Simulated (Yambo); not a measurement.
Cs₂NaInH₆ (space group Fm-3m, No. 225), G0W0@LDA in Yambo with this input:

```
rim_cut
gw0
dyson
el_el_corr
HF_and_locXC
ppa
em1d
RandQpts= 1000000
RandGvec= 1 Ry
EXXRLvcs= 88 Ry
VXCRLvcs= 352 Ry
Chimod= "HARTREE"
% BndsRnXp
 2 | 310 |
%
NGsBlkXp= 8 Ry
% LongDrXp
 1.0 | 1.0 | 1.0 |
%
PPAPntXp= 27.2114 eV
% GbndRnge
 1 | 310 |
%
GTermKind= "BG"
DysSolver= "n"
ExtendOut
```

On a 2×2×2 mesh, with wavefunctions cut at 88 Ry, the gap (X → Γ) is 2.355 eV and the valence edge shifts by -0.935 eV.

Task: What happens with this change: wavefunctions cut at 10 Ry?

Result: The gap rises by 0.182 eV, to 2.537 eV; the shift of the valence edge becomes -0.971 eV. Neither run is shown to be the converged limit.

The standard potential for In keeps a d shell in the valence without the s and p states of that shell. In tests on such compounds this moved G0W0 gaps by up to about 0.9 eV, so absolute quasiparticle energies here are unreliable; differences between settings are what counts.

Spin-orbit coupling is not included.

Geometry of the Materials Project entry, not relaxed at this level; primitive cell a = b = c = 6.262 Å, α = β = γ = 60.00°.

The structure is a Materials Project entry; no match was found in the copy of COD used, and its stability was not checked.

A shift is the quasiparticle energy of the state minus its LDA energy.
